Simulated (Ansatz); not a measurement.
Cu Kα1 powder pattern (kinematic, no thermal factors).
2θ (°) (relative intensity): 13.61 (23), 27.42 (19), 27.64 (81), 30.93 (19), 39.33 (100), 41.65 (1), 48.88 (31), 50.72 (6), 50.98 (6), 56.59 (7), 56.96 (17), 57.08 (11), 58.98 (3), 64.12 (16), 64.46 (23), 66.12 (2), 73.10 (2), 77.98 (16), 78.40 (9), 79.42 (1), 80.04 (3), 84.60 (8), 84.91 (23)

The pattern is computed from a structure relaxed with DFT PBE, scalar-relativistic, plane waves, PAW (Ansatz 0.2.0). No spin polarisation. Its elements are Pt, S, Y.

Task: Give the structure.

Result: YPtS2.
Space group P-6m2 (No. 187). a = 3.723 Å, b = 3.723 Å, c = 6.500 Å, α = 90.00°, β = 90.00°, γ = 120.00°
```csv
atom,site,symmetry,x,y,z
Y,1b,-6m2,0.0000,0.0000,0.5000
Pt,1a,-6m2,0.0000,0.0000,0.0000
S,2h,3m.,0.3333,0.6667,0.2401
```

A pattern alone doesn't exclude other cells with like lines; this is the one computed.

It was reached by relaxing an invented guess, and it needn't be the stable form of this composition.
